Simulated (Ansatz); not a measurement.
## Ta2Si under pressure

These are results of DFT LDA, scalar-relativistic, plane waves, PAW (Ansatz), not measurements. Cutoff 420 eV, 10×10×10 k-points (Γ-centred), Fermi-Dirac smearing of 0.15 eV. No spin polarisation. Phonons by linear response, acoustic sum rule imposed.

Equilibrium structure at this level:
Space group I4/mcm (No. 140). a = 6.093 Å, b = 6.093 Å, c = 5.011 Å, α = 90.00°, β = 90.00°, γ = 90.00°
```csv
atom,site,symmetry,x,y,z
Ta,8h,m.2m,0.3376,0.1624,0.5000
Si,4a,422,0.0000,0.0000,0.2500
```

In a metal, frequencies and elastic constants depend on the k mesh and the smearing, soft modes and shear constants most. Spin–orbit coupling is left out, which matters for heavy elements.

**Question.** The cell is relaxed again at 25 GPa. How do volume, gap and optical modes at Γ (cm⁻¹, counted from the lowest optical one; a degenerate one stands once) change?

**Answer.**
|  | 0 GPa | 25 GPa |
| --- | --- | --- |
| V/V0 | 1.000 | 0.915 |
| gap (eV) | 0.00 | 0.00 |
| mode 1 | 113 | 133 |
| mode 2 | 115 | 133 |
| mode 4 | 117 | 134 |
| mode 6 | 158 | 182 |
| mode 7 | 166 | 189 |
| mode 8 | 167 | 194 |
| mode 9 | 168 | 195 |
| mode 10 | 313 | 354 |
| mode 11 | 406 | 458 |
| mode 13 | 425 | 482 |
| mode 15 | 439 | 510 |